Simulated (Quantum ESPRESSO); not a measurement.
Parts of the isotropic shielding in CaS, by PBE GIPAW (a modified build of Quantum ESPRESSO, JTH PAW datasets), 20 Ha, k-mesh 6×6×6 shifted:

```
CELL_PARAMETERS angstrom
      0.00000     2.85237     2.85237
      2.85237     0.00000     2.85237
      2.85237     2.85237     0.00000
ATOMIC_POSITIONS crystal
  Ca 0.00000 0.00000 0.00000
  S  0.50000 0.50000 0.50000
```
Geometry: a computed entry of the Materials Project; it was not checked against measured cells. It is CaS in Fm-3m; whether this form has been observed was not checked. Stability against distortions was not tested.

The core term is that of the free atom's frozen core; the paramagnetic column sums the reconstruction terms. These are absolute shieldings with no macroscopic susceptibility term; δ = σ_ref − σ needs a reference computed alike. By our sweeps, such settings leave a few ppm in absolute σ. No d partial waves on S: the paramagnetic term there is incompletely reconstructed. PBE places the empty d or f states of Ca too low, which is known to distort σ on and beside such ions. The structure is static (0 K, no zero-point motion).

```tsv
site	core	bare (smooth current)	diamagnetic correction	paramagnetic corrections	σ_iso (ppm)
Ca (atom 1)	1265.0	63.7	29.7	___	___
S (atom 2)	979.8	22.1	-10.1	___	___
```

Task: Fill in the missing entries.

Result: 
- Ca (atom 1), paramagnetic corrections: -388.7
- Ca (atom 1), σ_iso (ppm): 969.7
- S (atom 2), paramagnetic corrections: -638.1
- S (atom 2), σ_iso (ppm): 353.7
